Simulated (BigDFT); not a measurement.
Set-up for a self-consistent single point of the molecule C₂H₉NSi₃.

SMILES: C[Si@@H]1N=C[Si@@H]1[SiH3]
```xyz
15

C     -2.0669     0.6350    -0.2592
Si    -1.1638    -0.9291    -0.0323
N     -0.7220    -1.0519     1.6570
C      0.5731    -1.0588     1.5891
Si     1.0017    -0.9168    -0.1758
Si     1.8738     1.0847    -0.6721
H     -3.0843     0.5689     0.1402
H     -2.1557     0.8992    -1.3180
H     -1.5823     1.4776     0.2447
H     -1.8831    -2.1535    -0.4620
H      1.2469    -1.1336     2.4555
H      1.6974    -2.1104    -0.7558
H      3.3019     1.1619    -0.2644
H      1.8137     1.3275    -2.1382
H      1.1496     2.1992    -0.0087
```

Level of theory: LDA (Teter-Pade), Daubechies wavelet basis, HGH (Krack) norm-conserving potentials made for LDA, isolated boundary conditions (BigDFT 1.9.6).

BigDFT settings:

basis: Daubechies wavelets
dft.hgrids: 0.33 bohr
dft.rmult: 5 8
dft.ixc: 1
potentials: built-in HGH-K LDA
boundary_conditions: free
dft.gnrm_cv: 1e-04
dft.itermax: 80
dft.idsx: 6
dft.nrepmax: 3

Results:

Number of valence electrons: 34
Number of orbitals: 17
Size of the basis: 288772
Number of SCF iterations: 16
Grid steps along x, y, z: 80 × 69 × 70
Total energy: -1043.5324 eV
Largest force (vector length): 2.125 eV/Å
Dipole moment: 1.45 D
Highest occupied level: -5.36 eV

Forces (eV/Å):
| atom | Fx | Fy | Fz |
|---|---|---|---|
| C1 | -0.461 | 0.202 | -0.318 |
| Si2 | -1.511 | -0.008 | 0.066 |
| N3 | 0.707 | -0.128 | 0.970 |
| C4 | -0.723 | -0.244 | 0.480 |
| Si5 | 1.627 | -0.588 | -1.234 |
| Si6 | 0.634 | 0.560 | -0.343 |
| H7 | -0.189 | -0.056 | 0.089 |
| H8 | -0.035 | 0.041 | -0.215 |
| H9 | 0.248 | 0.006 | 0.118 |
| H10 | -0.226 | -0.012 | -0.085 |
| H11 | -0.209 | 0.018 | 0.470 |
| H12 | 0.203 | 0.170 | -0.045 |
| H13 | 0.088 | 0.076 | 0.029 |
| H14 | -0.016 | 0.007 | -0.086 |
| H15 | -0.136 | -0.043 | 0.106 |

For comparison: a first run (DFT, PBE, Daubechies wavelet basis, HGH (Krack) norm-conserving potentials made for PBE, isolated boundary conditions) was changed to give this one (dft.ixc: PBE → 1; pseudopotentials: built-in HGH-K PBE → built-in HGH-K LDA), and from it to this one the largest force goes from 2.608 to 2.125 eV/Å.

The grid can part forces that symmetry would make equal. Forces above 1 eV/Å remain at this geometry. The geometry comes from a cheaper method or was typed, in some cases with atoms then moved at random; it is not relaxed at this level, and the species need not be a known compound.

Cost on one core: roughly 70 core-seconds.
